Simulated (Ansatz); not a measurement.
Data:

Ru (hcp, Mg type), conventional cell a = b = 2.722 Å, c = 4.291 Å, α = β = 90.00°, γ = 120.00°. The calculation uses the primitive cell of 2 atoms, to which meshes and values per cell refer.

The volume is varied about the relaxed value V₀ at fixed cell shape. Symmetry pins the atoms to their sites.

All values below come from PBE (plane waves to 420 eV, PAW, scalar-relativistic; Ansatz, a first-principles code). k mesh 21×21×12 (Γ-centred), Fermi-Dirac smearing 0.05 eV. E stands for the smeared free energy. Compression counts positive. With the shape held, the modulus is that of even scaling; a crystal free to change shape is softer. Ru is run without spin polarisation. Ru was relaxed with its symmetry unable to fall. The zero of ΔE is the relaxed starting cell.

The scan covers V/V₀ from 0.900 to 1.100 in 13 points.

What is the fitted pressure derivative B₀′?

4.9.

What bulk modulus at fixed cell shape B₀ follows from a third-order Birch-Murnaghan fit?

312 GPa.

(Under strain, the slope of the energy per volume gives the stress and its curvature an elastic modulus.)
